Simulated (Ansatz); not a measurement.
**Fields on a plane of TiHg (space group P4/mmm)**

```xyz
2
Lattice="2.9628 0.0000 0.0000 0.0000 2.9628 0.0000 0.0000 0.0000 4.0630" Properties=species:S:1:pos:R:3 pbc="T T T"
Ti     1.4814     1.4814     2.0315
Hg     0.0000     0.0000     0.0000
```

The slice is a (001) plane (indices of the conventional cell) through the point (0.500, 0.500, 0.500) (fractional), spanned by u = [100] and v = [010] in vectors of this cell: u (2.96 Å) and v (2.96 Å, at 90° to u). It covers one period; positions are fractions (u, v).

Atoms on it: Ti at (0.00, 0.00).

These are PBEsol (plane waves to 420 eV, PAW, scalar-relativistic; Ansatz, a program for electronic structure) values and carry that method's errors. k mesh 16×16×12. These are valence fields of a PAW run, semicore shells included where kept as valence: close to a nucleus they are smooth pseudo fields. Spin-orbit coupling is left out, though Hg is heavy. TiHg is run without spin polarisation. TiHg was relaxed with its symmetry unable to fall.

```
|@@@%#+-:.   .:-+#%@@|
|@@@%*=:.     .:=*%@@|
|%%%#+-:.     .:-+#%%|
|##*+-:.       .:-+*#|
|++=-:.         .:-=+|
|--::.           .::-|
|::..             ..:|
|..                 .|
|                    |
|                    |
|                    |
|..                 .|
|::..             ..:|
|--::.           .::-|
|++=-:.         .:-=+|
|##*+-:.       .:-+*#|
|%%%#+-:.     .:-+#%%|
|@@@%*=:.     .:=*%@@|
|@@@%#+-:.   .:-+#%@@|
|@@@%#+-:.   .:-+#%@@|
```
Scale: ten equal steps from -0.86 (start of ' ') to 1.01 (end of '@'), in the order ' .:-=+*#%@'. Values: log₁₀ of the valence density in e/Å³. The map has 20 points along u (one character each, u = 0 at the left) and 20 along v (v = 0 in the bottom row). The scale is logarithmic, as a density can span decades between atoms and voids.

```
|xxxx@#=..:-:..=#@xxx|
|xxx%%+:..:-:..:+%%xx|
|xx%%*-. .:-:. .-*%%x|
|@@%*-.  .:-:.  .-*%@|
|%#+-.   :---:   .-+#|
|==:.   .:-=-:.   .:=|
|...   .:-===-:.   ..|
|.....::-=+++=-::....|
|:::::--=+++++=--::::|
|------==+++++==-----|
|:::::--=+++++=--::::|
|.....::-=+++=-::....|
|...   .:-===-:.   ..|
|==:.   .:-=-:.   .:=|
|%#+-.   :---:   .-+#|
|@@%*-.  .:-:.  .-*%@|
|xx%%*-. .:-:. .-*%%x|
|xxx%%+:..:-:..:+%%xx|
|xxxx@#=..:-:..=#@xxx|
|xxxx@%=..:-:..=%@xxx|
```
Scale: ten equal steps from 0.08 (start of ' ') to 0.68 (end of '@'), in the order ' .:-=+*#%@'. Values: electron localisation function (ELF). The map has 20 points along u (one character each, u = 0 at the left) and 20 along v (v = 0 in the bottom row). Points within 0.5 Å of a nucleus are blanked (x), as the pseudised field means little there.

| Item | Value |
|---|---|
| Density on the Ti–Ti line (2.96 Å) at its midpoint | 0.19 e/Å³ |
| ELF at that point | 0.30 |
